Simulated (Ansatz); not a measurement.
AlN:
```
AlN
1.0
    2.68078     0.00000     0.00000
    0.00000     2.68078     0.00000
    0.00000     0.00000     3.84360
Al N
1 1
Direct
  0.50000   0.50000   0.00000
  0.00000   0.00000   0.00000
```

Relaxed with PBE+D3(BJ). Special points in fractions of this cell's reciprocal vectors: Γ (0.000, 0.000, 0.000); X (0.000, 0.500, 0.000); M (0.500, 0.500, 0.000); Z (0.000, 0.000, 0.500); R (0.000, 0.500, 0.500); A (0.500, 0.500, 0.500).

Question: List the band energies nearest the valence-band maximum at these points for the program Ansatz at the PBE+D3(BJ) level (PAW).

Answer: In eV from the valence-band maximum; about four levels below and three above (degenerate sets whole), none deeper than 8.9 eV; … stands for higher levels left out; points with the same levels are listed once.

```
k              below        above
-  -----------------  -----------
Γ  -3.38 -1.20 -1.20  0.37 8.23 …
X  -7.77 -1.48 -0.78  4.77 5.33 …
M   -5.91 -5.91 0.00  2.38 9.62 …
Z  -5.32 -1.16 -1.16  5.10 5.18 …
R  -7.48 -2.49 -0.76  1.41 9.40 …
A  -5.78 -5.78 -0.54  3.91 5.74 …
```

Space group P4/mmm. The cell is a constructed one: a structure type filled with these elements; neither database checked (COD, Materials Project) lists it. It is not the phase usual at ambient conditions (space group No. 186, 216). Symmetry was held in the PBE+D3(BJ) relaxation. At this level the phase is dynamically unstable (imaginary phonons).

Potentials: the later of the program's two PAW sets.
